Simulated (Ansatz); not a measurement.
Here is the system:

C:
```
CELL_PARAMETERS angstrom
      2.51075     0.00000     0.00000
     -1.25538     2.17438     0.00000
      0.00000     0.00000    18.61657
ATOMIC_POSITIONS crystal
  C  0.00000 0.00000 0.68105
  C  0.00000 0.00000 0.76378
  C  0.33333 0.66667 0.79143
  C  0.33333 0.66667 0.87416
  C  0.66667 0.33333 0.90200
  C  0.66667 0.33333 0.98598
  C  0.33333 0.66667 0.01402
  C  0.33333 0.66667 0.09800
  C  0.66667 0.33333 0.12584
  C  0.66667 0.33333 0.20857
  C  0.00000 0.00000 0.23622
  C  0.00000 0.00000 0.31895
  C  0.33333 0.66667 0.34676
  C  0.33333 0.66667 0.43084
  C  0.00000 0.00000 0.45866
  C  0.00000 0.00000 0.54134
  C  0.66667 0.33333 0.56916
  C  0.66667 0.33333 0.65324
```

This is the r²SCAN-relaxed structure. Tensor components refer to the Cartesian frame of this cell.

All from r²SCAN in the plane-wave PAW code Ansatz, unless another level is named. Estimate the Debye temperature from the elastic constants.

2280 K.

And the elastic constants (relaxed ions, GPa)?

C11 = 1220, C12 = 93.2, C13 = 36.0, C14 = -14.5, C33 = 1290, C44 = 507.

Space group P-3m1. The start of the workflow was typed in or built on a structure type; the Crystallography Open Database copy checked does not list it. It is not the phase usual at ambient conditions (space group No. 194, 227). Symmetry was held in the r²SCAN relaxation; whether a distortion lowers the energy is not shown.

Potentials: the later of the program's two PAW sets.
